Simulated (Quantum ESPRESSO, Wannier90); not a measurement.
## Wannierisation of TePb₂S (R-3m)

```
begin unit_cell_cart
ang
   -2.2219750881    3.8485737457    0.0000000000
   -4.4439501762    0.0000000000    0.0000000000
   -2.2219750881    1.2828579152    7.2598900000
end unit_cell_cart
begin atoms_frac
Te   0.5000000000  0.5000000000  0.5000000000
Pb   0.2582840000  0.2582840000  0.2251480000
Pb  -0.2582840000 -0.2582840000 -0.2251480000
S    0.0000000000  0.0000000000  0.0000000000
end atoms_frac
```

Cell from Materials Project (mp-1217283), symmetrised, no further relaxation. Not found in the COD (Crystallography Open Database) copy used; not checked further. Computed values, not measurements, from LDA: Quantum ESPRESSO (norm-conserving PseudoDojo potentials, cutoff 66 Ry, no spin polarisation, no spin-orbit coupling) on a Γ-centred 8×8×8 mesh, then Wannier90. Density: 8×8×8 mesh, Gaussian smearing 0.01 Ry. Spin-orbit coupling is left out although heavy elements are present.

A tight-binding model is made by disentanglement and projection with no localisation steps (num_iter = 0), so the 16 orbitals stay atom-like: hydrogen-like Te: s;p; Pb: s;p; S: s;p, axes along x, y, z; frozen window up to 2.05 eV relative to the valence-band maximum. It follows pw.x to 1.0 meV rms for states up to 1.5 eV relative to the valence-band maximum. Matrix elements depend on this choice of orbitals and windows.

The 30 largest hoppings ⟨m,0|H|n,R⟩ between different sites (one of each Hermitian pair; signs follow the real orbitals' lobes; the list may end inside a set of equal values):

| m | n | R | distance of the centres (Å) | t (eV) |
|---|---|---|---|---|
| Te1 py | Pb3 pz | 0 1 1 | 3.27 | -1.081 |
| Te1 py | Pb2 pz | 1 0 0 | 3.27 | -1.081 |
| Te1 pz | Pb3 py | 0 1 1 | 3.23 | -1.078 |
| Te1 pz | Pb2 py | 1 0 0 | 3.23 | -1.078 |
| Pb2 py | S4 py | 1 0 0 | 3.06 | 1.070 |
| S4 py | Pb3 py | 1 0 0 | 3.06 | 1.070 |
| Te1 py | Pb3 py | 0 1 1 | 3.23 | 1.019 |
| Te1 py | Pb2 py | 1 0 0 | 3.23 | 1.019 |
| Pb2 py | S4 pz | 1 0 0 | 3.06 | -0.962 |
| S4 pz | Pb3 py | 1 0 0 | 3.06 | -0.962 |
| Te1 px | Pb2 pz | 0 1 0 | 3.27 | 0.936 |
| Pb2 pz | Te1 px | 0 0 0 | 3.27 | -0.936 |
| Te1 px | Pb3 pz | 1 0 1 | 3.27 | 0.936 |
| Te1 px | Pb3 pz | 1 1 1 | 3.27 | -0.936 |
| Pb2 pz | S4 py | 1 0 0 | 3.03 | -0.935 |
| S4 py | Pb3 pz | 1 0 0 | 3.03 | -0.935 |
| Pb2 px | Te1 pz | 0 0 0 | 3.24 | -0.933 |
| Te1 pz | Pb3 px | 1 1 1 | 3.24 | -0.933 |
| Te1 pz | Pb2 px | 0 1 0 | 3.24 | 0.933 |
| Te1 pz | Pb3 px | 1 0 1 | 3.24 | 0.933 |
| Pb2 s | S4 py | 1 0 0 | 3.04 | 0.889 |
| S4 py | Pb3 s | 1 0 0 | 3.04 | -0.889 |
| Pb2 px | S4 pz | 0 1 0 | 3.06 | 0.833 |
| S4 pz | Pb3 px | 0 1 0 | 3.06 | 0.833 |
| S4 pz | Pb2 px | 0 0 0 | 3.06 | -0.833 |
| S4 pz | Pb3 px | 0 0 0 | 3.06 | -0.833 |
| S4 px | Pb2 pz | 0 0 0 | 3.03 | -0.810 |
| S4 px | Pb3 pz | 0 0 0 | 3.03 | -0.810 |
| Pb2 pz | S4 px | 0 1 0 | 3.03 | 0.810 |
| S4 px | Pb3 pz | 0 1 0 | 3.03 | 0.810 |
